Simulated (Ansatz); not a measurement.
## CsMo$_{6}$S$_{8}$ single point

The input, for Ansatz 0.2.0 (plane waves, PAW):

```yaml
crystal:
  lattice:
    - [4.656156, 2.688229, 3.8614]
    - [-4.656156, 2.688229, 3.8614]
    - [0.0, -5.376468, 3.8614]
  atoms:
    - { symbol: S, position: [0.243, 0.243, 0.243] }
    - { symbol: S, position: [0.757, 0.757, 0.757] }
    - { symbol: S, position: [0.3827, 0.1233, 0.7435] }
    - { symbol: S, position: [0.7435, 0.3827, 0.1233] }
    - { symbol: S, position: [0.1233, 0.7435, 0.3827] }
    - { symbol: S, position: [0.6173, 0.8767, 0.2565] }
    - { symbol: S, position: [0.2565, 0.6173, 0.8767] }
    - { symbol: S, position: [0.8767, 0.2565, 0.6173] }
    - { symbol: Cs, position: [0.0, 0.0, 0.0] }
    - { symbol: Mo, position: [0.228, 0.4144, 0.5627] }
    - { symbol: Mo, position: [0.5627, 0.228, 0.4144] }
    - { symbol: Mo, position: [0.4144, 0.5627, 0.228] }
    - { symbol: Mo, position: [0.772, 0.5856, 0.4373] }
    - { symbol: Mo, position: [0.4373, 0.772, 0.5856] }
    - { symbol: Mo, position: [0.5856, 0.4373, 0.772] }
  symmetry: { tolerance: 0.0003 }
kpoints:
  mp_grid: { grid: [5, 5, 5], shift: [0, 0, 0] }
magnetization:
  spin_polarized: false
scf:
  occupations: { method: fermi_dirac }
  lower_state_search: "off"
  max_iter: 200
hamiltonian:
  pseudopotentials: { kind: paw }
  xc: pbe
basis:
  ecutwfc: 420
  fft_grid_basis: typed
output:
  forces: true
  stress: true
  eigenvalues: true
  bader: true
  populations: true
  elf: true
  write_potential: true
  volumetric_format: npy
  dos:
    e_range: [-12, 8]
    de: 0.05
    projected: { site_lists: { Cs: [Cs], Mo: [Mo], S: [S] } }
checkpoint:
  read: saved_state
```

The run starts from an earlier solution of this cell. 

Parts of the output:

```
SCF iter   1: F=—  Δρ=1.12e-3  dr2=5.41e-3
SCF iter   2: F=—  Δρ=5.06e-4  dr2=8.76e-4
SCF iter   3: F=—  Δρ=1.90e-4  dr2=2.75e-4
SCF iter   4: F=—  Δρ=6.19e-5  dr2=2.70e-5
SCF iter   5: F=—  Δρ=1.48e-5  dr2=1.63e-6
SCF iter   6: F=-42633.8165 eV  Δρ=5.21e-6  dr2=4.73e-8
Free energy (F): -42633.8165 eV
Harris-Foulkes:  -42633.8165 eV  (|F-HF|=5.41e-8)
Internal energy: -42633.4576 eV  (E = F + TS)
E sigma→0 (E₀):  -42633.6370 eV
Entropy (-TS):   -0.3589 eV (-23.929 meV/atom)
Fermi energy:    10.9314 eV
--- Per-component energies (eV) ---
  E_band       = -935.4588
  E_kinetic    = 3655.8920
  E_local      = -11718.1561  (includes V_loc(G=0)·N_el)
  E_nonlocal   = 1116.2930
  E_hartree    = 4570.4347
  E_xc         = -2056.3791
  E_vxc        = -2206.0532  (∫ρ·V_xc dr)
  E_paw        = -29077.3726  (= ΣΔE_a)
  E_vpaw       = -924.3153  (= ΣTr[D̂ρ^β])
  E_aug_tail   = 0.0003  (compensation charges beyond the density's cutoff)
  E_ewald      = -9124.1698
  E_smearing   = -0.3589  (= −TS)
--- Forces (eV/Å), atoms counted from 1 ---
  atom   1  S      0.0000     0.0000     1.9374
  atom   2  S      0.0000     0.0000    -1.9374
  atom   3  S      0.1511     1.2228     0.1960
  atom   4  S     -1.1345    -0.4806     0.1960
  atom   5  S      0.9835    -0.7422     0.1960
  atom   6  S     -0.1511    -1.2228    -0.1960
  atom   7  S      1.1345     0.4806    -0.1960
  atom   8  S     -0.9835     0.7422    -0.1960
  atom   9  Cs     0.0000     0.0000     0.0000
  atom  10  Mo    -0.0402     0.2699     0.0361
  atom  11  Mo    -0.2137    -0.1698     0.0361
  atom  12  Mo     0.2539    -0.1002     0.0361
  atom  13  Mo     0.0402    -0.2699    -0.0361
  atom  14  Mo     0.2137     0.1698    -0.0361
  atom  15  Mo    -0.2539     0.1002    -0.0361
--- Stress (GPa, compression-positive) ---
       -0.9431       0.0000       0.0000
        0.0000      -0.9431       0.0000
        0.0000       0.0000       4.2063
  P = ⅓ Tr σ = 0.7733 GPa (7.733 kbar)
```

Total energies depend on the potentials used, so only differences within one code and one set of settings carry meaning.

Origin: a known structure type with other elements, at an estimated volume, so it need not be a known compound. Caveats: many states at the Fermi level without spin polarisation, so a magnetic state may lie lower; atoms or cell far from equilibrium.
